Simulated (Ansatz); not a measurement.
Tl2InGaF6:
```
CELL_PARAMETERS angstrom
      0.00000     4.42840     4.42840
      4.42840     0.00000     4.42840
      4.42840     4.42840     0.00000
ATOMIC_POSITIONS crystal
  Tl 0.25000 0.25000 0.25000
  Tl 0.75000 0.75000 0.75000
  In 0.00000 0.00000 0.00000
  Ga 0.50000 0.50000 0.50000
  F  0.28625 0.71375 0.71375
  F  0.71375 0.28625 0.28625
  F  0.71375 0.28625 0.71375
  F  0.28625 0.71375 0.28625
  F  0.71375 0.71375 0.28625
  F  0.28625 0.28625 0.71375
```

Relaxed with r²SCAN+D4. Special points in fractions of this cell's reciprocal vectors: Γ (0.000, 0.000, 0.000); X (0.500, 0.000, 0.500); U (0.625, 0.250, 0.625); K (0.375, 0.375, 0.750); L (0.500, 0.500, 0.500); W (0.500, 0.250, 0.750).

Q: List the band energies nearest the valence-band maximum at these points for r²SCAN+D4 in the plane-wave PAW code Ansatz.

A: In eV from the valence-band maximum; about four levels below and three above (degenerate sets whole), none deeper than 8.9 eV; points with the same levels are listed once.

| k | below | above |
|---|---|---|
| Γ | -3.53 -3.53 -3.53 -0.56 | 4.26 4.26 4.26 |
| X | -3.52 -2.90 -2.71 -0.07 | 2.97 2.97 3.38 |
| U | -3.57 -2.87 -2.76 -0.03 | 2.60 3.21 4.03 |
| L | -3.61 -3.23 -2.90 -0.22 | 3.12 3.89 3.89 |
| W | -3.63 -3.63 -2.79 -2.79 0.00 | 2.37 3.88 3.88 |

Space group Fm-3m. The workflow started from a Materials Project entry (that database holds measured and hypothetical structures alike); the Crystallography Open Database copy checked does not list it. Whether it is the stable phase at ambient conditions was not checked. The r²SCAN+D4 relaxation kept the symmetry of its start; its stability against distortions is not shown here. Scalar-relativistic: spin–orbit coupling is off unless named, which matters more the heavier the elements.

Potentials: the later of the program's two PAW sets.
